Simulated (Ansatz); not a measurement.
AgI (zinc blende, F-43m) at seven volumes, the program Ansatz at the LDA level (PAW), scaled uniformly. One row is withheld.

| V (Å³/atom) | P (GPa) |
|---|---|
| 29.099 | 5.01 |
| 30.059 | 3.01 |
| 31.018 | ? |
| 31.977 | 0.00 |
| 32.936 | -1.13 |
| 33.896 | -2.06 |
| 34.855 | -2.83 |

Fit the shown pressures and predict the withheld one.

Third-order Birch–Murnaghan: P = (3/2)B₀(x^(7/2) − x^(5/2))[1 + (3/4)(B′ − 4)(x − 1)] with x = (V₀/V)^(2/3). Least squares on the six rows gives V₀ = 31.976 Å³/atom, B₀ = 41.30 GPa, B′ = 5.34. At V = 31.018, x = 1.0205 and P = 1.36 GPa. The run itself gave 1.36 GPa.

The LDA relaxation kept the symmetry of its start. The run is not spin-polarised. Scalar-relativistic: spin–orbit coupling is off unless named, which matters more the heavier the elements.

Potentials: the earlier of the program's two PAW sets. The files were generated under PBE; for other functionals the program regenerates the frozen cores, and for LDA and PBEsol the local potential too.
